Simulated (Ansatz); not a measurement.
SiSnO3, first-principles data

SiSnO3:
```
SiSnO3
1.0
    3.46574     0.00000     0.00000
    0.00000     3.46574     0.00000
    0.00000     0.00000     4.68912
Si Sn O
1 1 3
Direct
  0.50000   0.50000   0.49030
  0.00000   0.00000   0.01503
  0.50000   0.50000   0.83807
  0.50000   0.00000   0.38130
  0.00000   0.50000   0.38130
```

Space group P4mm (No. 99); conventional cell a = b = 3.466 Å, c = 4.689 Å, α = β = γ = 90.00°.

Method: PBEsol (plane waves, PAW; program Ansatz). Structure relaxed to zero pressure with the same functional. Other levels are named where they apply.

### Cell and energy

```json
{
  "volume_per_atom": "11.26 Å³",
  "density": "5.74 g/cm³",
  "Formation energy from the elements (no fitted shifts)": "-1.90 eV/atom"
}
```

### Electronic structure

```json
{
 "band_gap": "0.71 eV (indirect)",
 "valence_band_maximum": "at X",
 "conduction_band_minimum": "at Γ",
 "smallest_direct_gap_on_the_standard_path": "1.44 eV",
 "electron_effective_mass": "0.38, 0.38, 0.78 mₑ (principal values)",
 "Electron effective mass with spin–orbit coupling": "0.38, 0.38, 0.78 mₑ (principal values)",
 "hole_effective_mass": "0.16, 0.65, 1.6 mₑ (principal values)",
 "HSE06 gap on the PBEsol cell": "1.82 eV",
 "Gap with spin–orbit coupling": "0.71 eV"
}
```

### Mechanics

```json
{
  "Bulk modulus (Birch–Murnaghan fit)": "94.5 GPa",
  "Pressure derivative B′": "3.1",
  "Elastic constants (relaxed ions, GPa)": "C11 = 257, C12 = 203, C13 = 73.8, C33 = 97.1, C44 = 40.4, C66 = 178",
  "mechanical_stability": "stable (all eigenvalues of C positive)",
  "hill_bulk_and_shear_moduli": "120 and 55.6 GPa",
  "Young's modulus": "145 GPa",
  "Poisson's ratio": "0.30",
  "debye_temperature_from_the_elastic_constants": "462 K",
  "Piezoelectric stress constants (proper, relaxed ions, C/m²)": "e15 = e24 = 6.17, e31 = e32 = 1.24, e33 = 1.39"
}
```

### Dielectric response

```json
{
 "Electronic dielectric constant ε∞ (DFPT)": "6.44 (xx = yy), 5.34 (zz)",
 "Static dielectric constant ε0 (ions relaxed, cell fixed)": "94.9 (xx = yy), 16.0 (zz)",
 "Born charges (a third of the trace)": "Si +4.06, Sn +3.85, O -2.82 to -2.55 e",
 "Largest static χ(2) component": "11 pm/V"
}
```

### Phonons

```json
{
  "Highest zone-centre frequency (without LO–TO term)": "865 cm⁻¹",
  "zone_centre_stability": "no imaginary mode at Γ"
}
```

A made-up cell: these elements were put on the sites of a structure type; neither database checked (COD, Materials Project) lists it. Its standing as an ambient phase is unchecked. The cell was relaxed with PBEsol under the symmetry of its start. Signs of piezoelectric constants follow the polarity of the cell as given. The references are the lowest solids computed at this level, not always the standard phases (solids in place of the gases). Spin–orbit coupling is left out wherever it is not named.

Potentials: the earlier of the program's two PAW sets. The files were generated under PBE; for other functionals the program regenerates the frozen cores, and for LDA and PBEsol the local potential too.
